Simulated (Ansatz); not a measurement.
Relaxed Sn (beta-Sn type, space group I4_1/amd):

```
Sn
1.0
   -2.91656     2.91656     1.57902
    2.91656    -2.91656     1.57902
    2.91656     2.91656    -1.57902
Sn
2
Direct
  0.75000   0.25000   0.50000
  0.00000   0.00000   0.00000
```

The numbers are results of PBEsol (plane waves to 420 eV, PAW, scalar-relativistic; Ansatz, a first-principles code), not measurements. k mesh 13×13×13 (Γ-centred), Fermi-Dirac smearing 0.05 eV. With partly filled bands, energies and forces of such displacements shift with the k mesh and the smearing. Sn was relaxed with its symmetry unable to fall. The PAW data are Ansatz's earlier set.

One atom of the cell was then moved (with its periodic images), all else fixed, and the forces (eV/Å) came out as:

| atom | Fx | Fy | Fz |
|---|---|---|---|
| Sn1 | 8.039 | 0.000 | -3.415 |
| Sn2 | -8.039 | 0.000 | 3.415 |

With two atoms only their relative shift counts; take Sn1 as fixed.

Problem. Which atom was moved, and by which vector (Å)?

Solution. Sn2, by (0.88, 0.00, 0.24), 0.91 Å in all.

(A displaced cell: forces are minus the slopes of the energy, force constants its curvatures, and phonons follow from these.)
